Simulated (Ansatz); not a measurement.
Start of a relaxation of SiTe₃:

```xyz
8
Lattice="5.9991 0.0000 0.0000 0.0000 5.9991 0.0000 0.0000 0.0000 5.9991" Properties=species:S:1:pos:R:3 pbc="T T T"
Si    0.0000    0.0000    0.0000
Si    2.9996    2.9996    2.9996
Te    1.4998    0.0000    2.9996
Te    2.9996    4.4994    0.0000
Te    4.4994    0.0000    2.9996
Te    2.9996    1.4998    0.0000
Te    0.0000    2.9996    4.4994
Te    0.0000    2.9996    1.4998
```

Level of theory: DFT PBE, scalar-relativistic, plane waves, PAW in Ansatz. Cutoff 420 eV, Gaussian smearing, Γ-centred meshes. Cell and atoms relax on a converged mesh. In metals the finer mesh still leaves noise of several meV/atom or more. The steps can't lower the symmetry of their start. No spin polarisation.

A guess keeps its type if space group and coordination stay and the shape of the cell changes little (axis ratios within about 15 %, angles within 6°); the volume may change.

Question: Does this structure survive the relaxation?

Answer: It keeps its type: symmetry leaves only the cell edge free. The symmetry stays Pm-3n (No. 223). The end has the A15 type. The volume per atom shrinks by 1.2 %, from 27.0 to 26.7 Å³. The shortest distance goes from 3.00 Å (Te–Te) to 2.99 Å (Te–Te). Counting neighbours within 15 % of an atom's shortest distance, the start has Si 12, Te 6 and the end Si 12, Te 6.

The zero of energy is the elements' standard structures at the same level; no fitted shifts are applied.

Question: At what energy does it end?

Answer: +0.61 eV/atom. It can't be a ground state, since the elements alone are lower.

The last run used a 6×6×6 mesh for its 8-atom cell and Gaussian smearing of 0.10 eV. Spin–orbit coupling, which can matter for Te, is left out. The cell is a metal run without spin; a magnetic state may lie lower. The reference form of Te is held partly by dispersion forces, which this level lacks. Symmetry constrained the relaxation, so the result can be a saddle point. Another cell of SiTe3 relaxed alike, in Im-3m, lies 0.40 eV/atom lower, so this cell isn't the stable form at this level.
